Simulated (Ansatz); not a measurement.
Space group R-3:H (No. 148). a = 5.653 Å, b = 5.653 Å, c = 31.112 Å, α = 90.00°, β = 90.00°, γ = 120.00°
```csv
atom,site,symmetry,x,y,z
Zr,18f,1,0.6677,0.6635,0.0410
Zr,18f,1,0.0078,0.3317,0.2080
O,3b,-3.,0.3333,0.6667,0.1667
O,6c,3.,0.6667,0.3333,0.0834
```

Equation of state of this Zr$_{4}$O structure (not necessarily the ground state), with shape and atoms relaxed at each volume where symmetry leaves them free. It has no gap at any of these volumes. Theory: DFT r2SCAN, scalar-relativistic, plane waves, PAW in Ansatz.

Cutoff 500 eV; k points 6×6×6 on the computed 15-atom cell (Γ-centred); Gaussian smearing, width 0.10 eV; no spin polarisation.

```tsv
V (Å³/atom)	E − E(largest V) (meV/atom)	P (GPa)
16.838	67.47	20.43
17.412	5.67	14.21
17.986	-35.33	8.81
18.560	-58.23	4.09
19.134	-65.38	0.00
19.708	-58.83	-3.56
20.282	-40.38	-6.65
21.047	0.00	-10.13
```

**Question.** Fit a third-order Birch–Murnaghan equation to E(V).

**Answer.** V0 = 19.13 Å³/atom, B0 = 127 GPa, B0' = 3.6.

Cost: 8 runs of about 61 core-minutes in all, on Oxide Virtual Turin-like Processor (Zen 5) (shared hosts).